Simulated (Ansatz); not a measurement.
Sn:
```
CELL_PARAMETERS angstrom
      3.31404     0.00000     0.00000
     -1.65702     2.87004     0.00000
      0.00000     0.00000     5.67616
ATOMIC_POSITIONS crystal
  Sn 0.33333 0.66667 0.25000
  Sn 0.66667 0.33333 0.75000
```

Relaxed with r²SCAN. Special points in fractions of this cell's reciprocal vectors: Γ (0.000, 0.000, 0.000); M (0.500, 0.000, 0.000); K (0.333, 0.333, 0.000); A (0.000, 0.000, 0.500); L (0.500, 0.000, 0.500); H (0.333, 0.333, 0.500).

Question: List the band energies nearest the Fermi level at these points for DFT-r²SCAN with spin–orbit coupling in the program Ansatz with PAW potentials.

Answer: In eV from the Fermi level; about four levels below and three above (degenerate sets whole), none deeper than 8.9 eV; points with the same levels are listed once.

```tsv
k	below	above
Γ	-7.59 -7.59 -5.07 -5.07	6.39 6.39 7.01 7.01
M	-2.03 -2.03 -0.87 -0.87	1.33 1.33 2.60 2.60
K	-0.77 -0.77 -0.48 -0.48	0.05 0.05 0.89 0.89
A	–	0.39 0.39 0.39 0.39
L	-4.39 -4.39 -4.39 -4.39	3.53 3.53 3.53 3.53
H	-2.22 -2.22 -1.96 -1.96	4.85 4.85 4.99 4.99
```

Space group P6_3/mmc (hcp (Mg type)). A made-up cell: these elements were put on the sites of a structure type; neither database checked (COD, Materials Project) lists it. It is not the phase usual at ambient conditions (space group No. 141). The cell keeps a stress of up to 0.2 GPa. Symmetry was held in the r²SCAN relaxation; of distortions, only those at the zone centre were tested, and some modes there are weakly imaginary.

Potentials: the later of the program's two PAW sets.
